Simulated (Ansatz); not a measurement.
Starting cell, Zn (hcp, Mg type):

```yaml
crystal:
  lattice:
    - [5.29343, 0.00000, 0.00000]
    - [-1.32336, 2.29212, 0.00000]
    - [0.00000, 0.00000, 4.67807]
  atoms:
    - { symbol: Zn, position: [0.16667, 0.66667, 0.75000] }
    - { symbol: Zn, position: [0.66667, 0.66667, 0.75000] }
    - { symbol: Zn, position: [0.33333, 0.33333, 0.25000] }
    - { symbol: Zn, position: [0.83333, 0.33333, 0.25000] }
```

A phonon eigenvector at M = (0.5, 0.0, 0.0) is frozen into this cell: atom i moves by Q times the vector below, so Q is the largest atomic displacement, in Å. The cell is held. (q is in reciprocal vectors of the primitive cell; the cell shown is doubled to hold the pattern.)

```csv
atom,x,y,z
Zn1,-0.866,-0.500,0.000
Zn2,0.866,0.500,0.000
Zn3,0.866,0.500,0.000
Zn4,-0.866,-0.500,0.000
```

Method: r2SCAN (plane waves to 500 eV, PAW, scalar-relativistic; Ansatz, a program for electronic structure). k mesh 10×20×10 (Γ-centred), Fermi-Dirac smearing 0.05 eV. E stands for the smeared free energy. With partly filled bands, energies and forces of such displacements shift with the k mesh and the smearing. The PAW data are Ansatz's earlier set. Zn was relaxed with its symmetry unable to fall. ΔE is measured from the undisplaced structure. The last digit holds for this mesh only.

```csv
Q (Å),ΔE (meV/cell)
-0.2800,withheld
-0.2333,1244.9
-0.1867,753.4
-0.1400,405.3
-0.0933,174.5
-0.0467,42.9
0.0000,0.0
0.0467,42.9
0.0933,174.5
0.1400,405.3
0.1867,753.4
0.2333,1244.9
0.2800,withheld
```

Fit an even polynomial form (powers 2, 4, 6) to the given rows and predict ΔE at Q = 0.2800.

Least squares on the 11 given rows: ΔE = (19550)·Q² + (56150)·Q⁴ + (91350)·Q⁶, in meV/cell with Q in Å; root-mean-square residual 0.14 meV/cell. At 0.2800 the fit gives 1921.9 meV/cell; the calculation gives 1915.9 meV/cell, so the extrapolation is off by 6.0 (+0.3 %). The quadratic term alone would give 1532.7 meV/cell.

(A displaced cell: forces are minus the slopes of the energy, force constants its curvatures, and phonons follow from these.)
